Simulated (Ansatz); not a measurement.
Total density of states per atom from the program Ansatz at the r²SCAN level (PAW), in 0.25 eV bins, energy from the Fermi level:

```
E (eV)  states/eV/atom
------  --------------
-7.85             0.20
-7.60             0.27
-7.35             0.29
-7.10             0.23
-6.85             0.19
-6.60             0.20
-6.35             0.21
-6.10             0.32
-5.85             0.34
-5.60             0.33
-5.35             0.39
-5.10             0.29
-4.85             0.28
-4.60             0.33
-4.35             0.36
-4.10             0.23
-3.85             0.29
-3.60             0.33
-3.35             0.41
-3.10             0.51
-2.85             0.60
-2.60             0.67
-2.35             0.81
-2.10             1.00
-1.85             1.18
-1.60             0.81
-1.35             0.52
-1.10             0.45
-0.85             0.44
-0.60             0.30
-0.35             0.28
-0.10             0.48
0.15              0.52
0.40              0.36
0.65              0.35
0.90              0.03
1.15              0.02
1.40              0.50
1.65              0.89
1.90              0.83
2.15              0.86
2.40              1.01
2.65              0.77
2.90              0.50
3.15              0.60
3.40              0.76
3.65              0.82
3.90              0.69
4.15              0.63
4.40              0.64
```

Task: Pick the material that matches.
A) SrCo2Si2, I4/mmm (Sr on 2a, Co on 4d, Si on 4e)
B) VSi2, P6_422 (V on 3c, Si on 6i)
C) CaSi2Rh2, I4/mmm (Ca on 2a, Si on 4e, Rh on 4d)
D) SiGe, CsCl type

Result: B, VSi2, P6_422 (V on 3c, Si on 6i). Within 0.5 eV of the Fermi level: V 3d 82 %, Si 3p 11 %. Projections are on Löwdin-orthogonalised atomic valence shells; empty p or d shells of many metals are not among them.

The first step of the workflow began from a Materials Project structure, measured or hypothetical; the Crystallography Open Database files this formula in space group No. 181, but the cells were not matched. Whether it is the stable phase at ambient conditions was not checked. The cell was relaxed with r²SCAN under the symmetry of its start; its stability against distortions is not shown here. The workflow began spin-polarised and lost its moments.

Potentials: the later of the program's two PAW sets.
